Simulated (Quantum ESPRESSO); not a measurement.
## Band energies of Rb2ScAgF6

```xyz
10
Lattice="0.0000 4.4930 4.4930 4.4930 0.0000 4.4930 4.4930 4.4930 0.0000" Properties=species:S:1:pos:R:3 pbc="T T T"
F      2.0353     4.4930     4.4930
F      6.9507     4.4930     4.4930
F      4.4930     2.0353     4.4930
F      4.4930     6.9507     4.4930
F      4.4930     4.4930     2.0353
F      4.4930     4.4930     6.9507
Sc     0.0000     0.0000     0.0000
Rb     6.7395     6.7395     6.7395
Rb     2.2465     2.2465     2.2465
Ag     4.4930     4.4930     4.4930
```

norm-conserving LDA (Quantum ESPRESSO, 86 Ry, scalar-relativistic); path ΓXWKΓLUWLK,UX; energies in eV from the valence-band maximum.

```csv
k (1/Å),point,band 41,band 42,band 43,band 44,band 45,band 46,band 47,band 48
0.00,Γ,-0.88,-0.88,-0.88,-0.24,-0.24,2.96,4.76,4.76
0.47,,-0.87,-0.76,-0.76,-0.24,-0.12,3.78,4.79,4.80
0.70,X,-0.87,-0.73,-0.73,-0.24,-0.22,3.85,4.79,4.83
0.70,W,-0.79,-0.79,-0.73,-0.23,-0.09,4.01,4.80,4.80
0.95,K,-0.83,-0.75,-0.74,-0.19,-0.12,3.99,4.79,4.82
1.13,,-0.80,-0.79,-0.77,-0.16,-0.01,4.05,4.77,4.79
1.50,,-0.86,-0.86,-0.85,-0.22,-0.17,3.17,4.76,4.76
1.69,Γ,-0.88,-0.88,-0.88,-0.24,-0.24,2.96,4.76,4.76
1.89,,-0.86,-0.85,-0.85,-0.18,-0.18,3.21,4.76,4.77
2.29,L,-0.80,-0.79,-0.79,0.00,0.00,4.18,4.75,4.77
2.72,U,-0.83,-0.75,-0.74,-0.19,-0.12,3.99,4.79,4.82
2.72,W,-0.79,-0.79,-0.73,-0.23,-0.09,4.01,4.80,4.80
2.85,,-0.79,-0.79,-0.74,-0.19,-0.07,4.04,4.79,4.80
3.09,,-0.80,-0.79,-0.78,-0.03,-0.01,4.16,4.76,4.77
3.22,L,-0.80,-0.79,-0.79,0.00,0.00,4.18,4.75,4.77
3.32,,-0.80,-0.79,-0.78,-0.03,-0.01,4.16,4.76,4.77
3.54,,-0.81,-0.76,-0.76,-0.15,-0.07,4.05,4.78,4.80
3.64,K,-0.83,-0.75,-0.74,-0.19,-0.12,3.99,4.79,4.82
3.64,U,-0.83,-0.75,-0.74,-0.19,-0.12,3.99,4.79,4.82
3.89,X,-0.87,-0.73,-0.73,-0.24,-0.22,3.85,4.79,4.83
```

The LDA gap is indirect, 2.96 eV, from L to Γ; the smallest direct gap is 3.20 eV. Another valence extremum on the path lies within 0.02 eV, too close to call.

Spin-orbit splittings are left out.

Geometry of the Materials Project entry, not relaxed at this level.

The structure is a Materials Project entry; no match was found in the copy of COD used, and its stability was not checked.
